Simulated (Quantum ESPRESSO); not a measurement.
# Kohn-Sham bands of HfIN (R-3m)

```xyz
6
Lattice="-1.8464 3.1980 0.0000 -3.6928 0.0000 0.0000 -1.8464 1.0660 10.7787" Properties=species:S:1:pos:R:3 pbc="T T T"
Hf    -1.8464     1.0660     4.1307
Hf     1.8464    -1.0660    -4.1307
I      1.8464    -1.0660     1.9309
I     -1.8464     1.0660    -1.9309
N      0.0000     0.0000     4.5252
N      0.0000     0.0000    -4.5252
```

Structure: Materials Project mp-567441, symmetrised, not relaxed again. Not found in the COD (Crystallography Open Database) copy used; not checked further. Computed values, not measurements, from PBEsol: Quantum ESPRESSO (norm-conserving PseudoDojo potentials, cutoff 68 Ry, spinors with spin-orbit coupling) on a Γ-centred 4×4×4 mesh, then Wannier90. Density: 10×10×10 mesh, Gaussian smearing 0.01 Ry. The cell is built of weakly bound layers, chains or molecules. Database cells relaxed without dispersion often hold them too far apart, which can enlarge gaps and weakens couplings between them; spacing and stacking were not compared with the measured crystal.

Energies are relative to the valence-band maximum; weights are on the orthonormalised atomic waves of the pseudopotential files, averaged over the group. 48 electrons a cell are treated as valence.

Into which isolated groups do the bands fall, where do they lie and what are they made of?


```csv
bands,from (eV),to (eV),filling,weight on atomic waves
1–4,-62.33,-62.31,filled,Hf 5s 97 %
5–8,-36.72,-36.62,filled,Hf 5p 98 %
9–16,-29.23,-28.83,filled,Hf 5p 97 %
17–24,-15.32,-12.52,filled,"I 5s 44 %, N 2s 35 %, Hf 5d 11 %"
25–48,-6.59,0.00,filled,"I 5p 43 %, N 2p 34 %, Hf 5d 18 %"
```

The Kohn-Sham gap over both meshes and the path is 0.49 eV.
